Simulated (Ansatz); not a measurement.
ZrB$_{2}$ (AlB2 type, space group P6/mmm)

```yaml
crystal:
  lattice:
    - [6.33540, 0.00000, 0.00000]
    - [-1.58385, 2.74331, 0.00000]
    - [0.00000, 0.00000, 3.55026]
  atoms:
    - { symbol: Zr, position: [0.00000, 0.00000, 0.00000] }
    - { symbol: Zr, position: [0.50000, 0.00000, 0.00000] }
    - { symbol: B, position: [0.16667, 0.66667, 0.50000] }
    - { symbol: B, position: [0.66667, 0.66667, 0.50000] }
    - { symbol: B, position: [0.33333, 0.33333, 0.50000] }
    - { symbol: B, position: [0.83333, 0.33333, 0.50000] }
```

In each cell atom 2 (Zr, nearest neighbour B at 2.549 Å; its periodic images, 3.2 Å or more away, move with it) moves by s·(0.577, 0.577, 0.577) (along Cartesian [111]), the rest being held.

The numbers are results of r2SCAN (plane waves to 500 eV, PAW, scalar-relativistic; Ansatz, a quantum-chemistry and plane-wave program), not measurements. k mesh 7×14×11 (Γ-centred), Fermi-Dirac smearing 0.05 eV. Energies are smeared free energies. With partly filled bands, energies and forces of such displacements shift with the k mesh and the smearing. ZrB2 is run without spin polarisation. ZrB2 was relaxed with its symmetry unable to fall. ΔE is measured from the undisplaced structure. The last digit holds for this mesh only.

```json
[
 {"s (Å)": "-0.250", "ΔE (meV/cell)": "628.5"},
 {"s (Å)": "-0.200", "ΔE (meV/cell)": "398.2"},
 {"s (Å)": "-0.150", "ΔE (meV/cell)": "222.2"},
 {"s (Å)": "-0.100", "ΔE (meV/cell)": "withheld"},
 {"s (Å)": "-0.050", "ΔE (meV/cell)": "24.5"},
 {"s (Å)": "0.000", "ΔE (meV/cell)": "0.0"},
 {"s (Å)": "0.050", "ΔE (meV/cell)": "24.5"},
 {"s (Å)": "0.100", "ΔE (meV/cell)": "withheld"},
 {"s (Å)": "0.150", "ΔE (meV/cell)": "222.2"},
 {"s (Å)": "0.200", "ΔE (meV/cell)": "398.2"},
 {"s (Å)": "0.250", "ΔE (meV/cell)": "628.5"}
]
```

### Question
Fit an even polynomial form (powers 2, 4) to the given rows and predict ΔE at s = -0.100.

### Answer
Least squares on the 9 given rows: ΔE = (9775)·s² + (4497)·s⁴, in meV/cell with s in Å; root-mean-square residual 0.02 meV/cell. At -0.100 the fit gives 98.2 meV/cell; the calculation gives 98.2 meV/cell, the same to the digits shown. The quadratic term alone would give 97.8 meV/cell.

(For displaced atoms, the force is minus the slope of the energy, and its curvature is a force constant, which sets phonon frequencies.)
